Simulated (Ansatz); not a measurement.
Lu (hcp, Mg type)

```xyz
2
Lattice="3.5071 0.0000 0.0000 -1.7535 3.0372 0.0000 0.0000 0.0000 5.4621" Properties=species:S:1:pos:R:3 pbc="T T T"
Lu     0.0000     2.0248     4.0966
Lu     1.7535     1.0124     1.3655
```

Scan: atom 1 (Lu, nearest neighbour Lu at 3.400 Å; its periodic images, 3.5 Å or more away, move with it) is displaced along Cartesian [110], direction (0.707, 0.707, 0.000) in Cartesian axes, by s. The other atoms stay.

Calculation: PBE (plane waves to 420 eV, PAW, scalar-relativistic; Ansatz, a first-principles code). k mesh 12×12×7 (Γ-centred), Fermi-Dirac smearing 0.05 eV. With partly filled bands, energies and forces of such displacements shift with the k mesh and the smearing. F∥ is the force on the atom along that direction. Lu is run without spin polarisation. Lu was relaxed with its symmetry unable to fall. 

```json
[
 {"s (Å)": "-0.340", "F∥ (eV/Å)": "0.568"},
 {"s (Å)": "-0.272", "F∥ (eV/Å)": "0.452"},
 {"s (Å)": "-0.204", "F∥ (eV/Å)": "0.336"},
 {"s (Å)": "-0.136", "F∥ (eV/Å)": "0.223"},
 {"s (Å)": "-0.068", "F∥ (eV/Å)": "0.111"},
 {"s (Å)": "0.000", "F∥ (eV/Å)": "0.000"},
 {"s (Å)": "0.068", "F∥ (eV/Å)": "-0.105"},
 {"s (Å)": "0.136", "F∥ (eV/Å)": "-0.202"},
 {"s (Å)": "0.204", "F∥ (eV/Å)": "-0.293"},
 {"s (Å)": "0.272", "F∥ (eV/Å)": "-0.377"},
 {"s (Å)": "0.340", "F∥ (eV/Å)": "-0.454"}
]
```

**Question.** What is the force constant k = d²E/ds² of this move at s = 0?

**Answer.** 1.59 eV/Å². The forces along the line at the two nearest points give (0.111 − (-0.105)) / (2·0.068) = 1.59 eV/Å²; the next pair corrects for the finite step.

(A displaced cell: forces are minus the slopes of the energy, force constants its curvatures, and phonons follow from these.)
